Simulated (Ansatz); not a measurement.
GaN:
```yaml
crystal:
  lattice:
    - [3.18328, 0.00000, 0.00000]
    - [-1.59164, 2.75680, 0.00000]
    - [0.00000, 0.00000, 5.18379]
  atoms:
    - { symbol: Ga, position: [0.66667, 0.33333, 0.49910] }
    - { symbol: Ga, position: [0.33333, 0.66667, 0.99910] }
    - { symbol: N, position: [0.66667, 0.33333, 0.87590] }
    - { symbol: N, position: [0.33333, 0.66667, 0.37590] }
```

Tensor components refer to the Cartesian frame of this cell.

Give the high-frequency dielectric tensor and the Born effective charge tensors of the independent atoms from DFPT, the program Ansatz at the r²SCAN level (PAW).


ε∞:
```
5.36  0.00  0.00
0.00  5.36  0.00
0.00  0.00  5.54
```
Z* of atom 1 (Ga), rows: field, columns: displacement, in e:
```
2.63  0.00  0.00
0.00  2.63  0.00
0.00  0.00  2.77
```
Z* of atom 3 (N), rows: field, columns: displacement, in e:
```
-2.63   0.00   0.00
 0.00  -2.63   0.00
 0.00   0.00  -2.77
```

Static charges for comparison (Bader): Ga1 +1.66, N3 -1.66 e. Born charges measure polarisation by displacement and can exceed these by far.

Space group P6_3mc (wurtzite). Symmetry was held in the r²SCAN relaxation; phonons on a q-mesh show no instability. Scalar-relativistic: spin–orbit coupling is off unless named, which matters more the heavier the elements.

Potentials: the earlier of the program's two PAW sets.
